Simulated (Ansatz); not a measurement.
Bi2Se3:
```cif
data_Bi6Se9
_chemical_formula_sum 'Bi6 Se9'
_space_group_name_H-M_alt 'R-3m :H'
_space_group_IT_number 166
_space_group_name_Hall '-R 3 2"'
_cell_length_a 4.10365
_cell_length_b 4.10365
_cell_length_c 27.93734
_cell_angle_alpha 90.000
_cell_angle_beta 90.000
_cell_angle_gamma 120.000
loop_
_atom_site_label
_atom_site_type_symbol
_atom_site_symmetry_multiplicity
_atom_site_Wyckoff_symbol
_atom_site_fract_x
_atom_site_fract_y
_atom_site_fract_z
_atom_site_occupancy
Bi1 Bi 6 c 0.00000 0.00000 0.40127 1
Se1 Se 3 a 0.00000 0.00000 0.00000 1
Se2 Se 6 c 0.00000 0.00000 0.20944 1
```
(The calculation used a cell of 5 atoms; values per cell refer to that cell.)

Relaxed at zero pressure with plane-wave PAW LDA (Ansatz code).

Q: The volume is raised by 9 % and shape and atoms relax at that volume. What pressure results, and how do the axes share the change?

A: -1.7 GPa; a 0.8 %, b 0.8 %, c 7.3 %; the energy rises by 18 meV/atom.

Q: Give the new structure.

A: 
Space group R-3m, hexagonal axes (No. 166); a = 4.136 Å, b = 4.136 Å, c = 29.971 Å, α = 90.00°, β = 90.00°, γ = 120.00°

| atom | site | symmetry | x | y | z |
|---|---|---|---|---|---|
| Bi | 6c | 3m | 0.0000 | 0.0000 | 0.3972 |
| Se | 3a | -3m | 0.0000 | 0.0000 | 0.0000 |
| Se | 6c | 3m | 0.0000 | 0.0000 | 0.2178 |

The phase is kept; no other phase was compared at this pressure.

Symmetry was held in the LDA relaxation. A crystal of weakly bound layers computed without a dispersion correction: the cell and the soft elastic constants depend strongly on that. Scalar-relativistic: spin–orbit coupling is off unless named, which matters more the heavier the elements.

Potentials: the earlier of the program's two PAW sets.
